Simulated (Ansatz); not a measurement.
Mg2Si (antifluorite type, space group Fm-3m)

```xyz
3
Lattice="0.0000 3.1823 3.1823 3.1823 0.0000 3.1823 3.1823 3.1823 0.0000" Properties=species:S:1:pos:R:3 pbc="T T T"
Si     0.0000     0.0000     0.0000
Mg     1.5912     1.5912     1.5912
Mg     4.7735     4.7735     4.7735
```

The volume is varied about the relaxed value V₀ at fixed cell shape. Symmetry pins the atoms to their sites.

Method: PBE (plane waves to 420 eV, PAW, scalar-relativistic; Ansatz, a program for electronic structure). k mesh 9×9×9 (Γ-centred), Fermi-Dirac smearing 0.05 eV. Compression counts positive. Mg2Si was relaxed with its symmetry unable to fall.

At one point of the scan the stress tensor (GPa) is:

```
  -1.22     0.00     0.00
   0.00    -1.22     0.00
   0.00     0.00    -1.22
```

Question: Which point is it?
A. V/V₀ = 1.060
B. V/V₀ = 1.036
C. V/V₀ = 1.012
D. V/V₀ = 1.024

Answer: D, V/V₀ = 1.024

(Under strain, the slope of the energy per volume gives the stress and its curvature an elastic modulus.)
